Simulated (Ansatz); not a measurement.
SiO2:
```
CELL_PARAMETERS angstrom
      4.92009     0.00000     0.00000
     -2.46005     4.26093     0.00000
      0.00000     0.00000     5.41601
ATOMIC_POSITIONS crystal
  Si 0.00000 0.46888 0.33333
  Si 0.53112 0.53112 0.00000
  Si 0.46888 0.00000 0.66667
  O  0.14394 0.73082 0.54889
  O  0.26918 0.41312 0.21556
  O  0.58688 0.85606 0.88222
  O  0.73082 0.14394 0.45111
  O  0.41312 0.26918 0.78444
  O  0.85606 0.58688 0.11778
```

Tensor components refer to the Cartesian frame of this cell.

### Question
Give the high-frequency dielectric tensor and the Born effective charge tensors of the independent atoms from DFPT, r²SCAN in the plane-wave PAW code Ansatz.

### Answer

ε∞:
```
2.37  0.00  0.00
0.00  2.37  0.00
0.00  0.00  2.40
```
Z* of atom 1 (Si), rows: field, columns: displacement, in e:
```
 3.50   0.27   0.24
 0.27   3.19   0.14
-0.21  -0.12   3.46
```
Z* of atom 4 (O), rows: field, columns: displacement, in e:
```
-1.33  -0.51  -0.33
-0.46  -2.02  -0.71
-0.27  -0.74  -1.73
```

Static charges for comparison (Bader): Si1 +3.37, O4 -1.68 e. Born charges measure polarisation by displacement and can exceed these by far.

Space group P3_221. Symmetry was held in the r²SCAN relaxation.

Potentials: the earlier of the program's two PAW sets.
